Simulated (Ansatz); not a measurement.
TaW3:
Space group Fm-3m (No. 225); a = b = c = 6.3576 Å, α = β = γ = 90.00°

| atom | site | symmetry | x | y | z |
|---|---|---|---|---|---|
| Ta | 4a | m-3m | 0.0000 | 0.0000 | 0.0000 |
| W | 8c | -43m | 0.2500 | 0.2500 | 0.2500 |
| W | 4b | m-3m | 0.5000 | 0.5000 | 0.5000 |
(The calculation used a cell of 4 atoms; values per cell refer to that cell.)

Relaxed with PBEsol.

Task: Which orbitals make up the states near the Fermi level in DFT-PBEsol in the program Ansatz with PAW potentials?

Result: Within 0.5 eV of the Fermi level: W 5d 62 %, Ta 5d 18 %, W 6s 6 %, outside the projected shells 11 %. Projections are on Löwdin-orthogonalised atomic valence shells; empty p or d shells of many metals are not among them.

Task: Tabulate the density of states.

Result: States/eV per cell of 4 atoms, in 0.25 eV bins, energy from the Fermi level.

```
E (eV)  total  W 5d  Ta 5d  W 6s
------  -----  ----  -----  ----
-7.85    0.27  0.00   0.00  0.18
-7.60    0.32  0.01   0.00  0.21
-7.35    0.36  0.01   0.00  0.24
-7.10    0.41  0.02   0.01  0.27
-6.85    0.47  0.03   0.01  0.30
-6.60    0.55  0.05   0.02  0.33
-6.35    0.63  0.08   0.03  0.37
-6.10    0.76  0.12   0.04  0.43
-5.85    1.04  0.23   0.08  0.54
-5.60    2.29  0.93   0.34  0.79
-5.35    1.99  0.96   0.33  0.48
-5.10    2.92  1.51   0.45  0.63
-4.85    3.14  1.78   0.51  0.58
-4.60    3.29  2.03   0.57  0.44
-4.35    4.00  2.57   0.70  0.44
-4.10    4.49  3.06   0.79  0.38
-3.85    3.76  2.62   0.67  0.28
-3.60    2.22  1.61   0.40  0.12
-3.35    1.52  1.14   0.26  0.05
-3.10    1.47  1.16   0.23  0.03
-2.85    5.93  4.89   0.90  0.03
-2.60    8.67  7.10   1.31  0.05
-2.35    4.40  3.44   0.74  0.08
-2.10    3.90  2.78   0.87  0.10
-1.85    4.77  3.36   1.02  0.16
-1.60    5.59  3.93   1.01  0.27
-1.35    6.28  4.14   1.28  0.38
-1.10    5.66  3.58   1.28  0.38
-0.85    4.01  2.51   0.92  0.24
-0.60    3.05  1.84   0.74  0.17
-0.35    1.78  1.05   0.34  0.13
-0.10    1.78  1.14   0.28  0.10
0.15     1.21  0.78   0.19  0.07
0.40     1.16  0.74   0.22  0.05
0.65     2.00  1.35   0.35  0.06
0.90     2.12  1.43   0.42  0.06
1.15     2.40  1.68   0.52  0.05
1.40     2.83  1.95   0.73  0.06
1.65     3.27  2.34   0.77  0.05
1.90     3.77  2.82   0.78  0.05
2.15     4.45  3.47   0.80  0.06
2.40     3.96  3.14   0.67  0.05
2.65     5.34  4.44   0.72  0.06
2.90     4.54  3.82   0.57  0.04
3.15     2.57  2.11   0.36  0.04
3.40     3.17  2.30   0.74  0.07
3.65     8.85  6.50   1.90  0.25
```

The first step of the workflow began from a Materials Project structure, measured or hypothetical; the Crystallography Open Database copy checked does not list it. With Ta and W taken as one species the cell has the higher symmetry Im-3m, so it may be an ordered model of a mixed-site phase. Its standing as an ambient phase is unchecked. The PBEsol relaxation kept the symmetry of its start; its stability against distortions is not shown here. No spin polarisation was allowed. Spin–orbit coupling is left out wherever it is not named.

Potentials: the later of the program's two PAW sets.
